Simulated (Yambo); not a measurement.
G0W0@PBEsol for NaHF2 (space group R-3m, No. 166) in Yambo. Reference settings: 4×4×4 Γ-centred k mesh, bands 2 to 87 and a 8 Ry block in the screening, 87 bands in G with the Bruneval-Gonze terminator, plasmon pole fitted at 27.2 eV. The PBEsol gap Z → Γ on this mesh is 6.91 eV; G0W0 gaps are taken between the same points.

The settings were changed. The gap went from 11.56 eV to 11.92 eV, and the shift of the valence edge from -3.24 eV to -3.71 eV.

Task: Which change was made?
(A) 56 bands in G
(B) 2 Ry block
(C) 3 Ry block
(D) 56 bands in G, no terminator

Result: C, 3 Ry block. The others gave (gap, valence shift): 2 Ry block: 12.63, -4.40 eV; 56 bands in G, no terminator: 11.36, -2.94 eV; 56 bands in G: 11.56, -3.24 eV.

Geometry relaxed with PBE+D3(BJ); primitive cell a = 5.018 Å, b = 5.018 Å, c = 5.018 Å, α = 40.50°, β = 40.50°, γ = 40.50°.

A shift is the quasiparticle energy of the state minus its PBEsol energy.
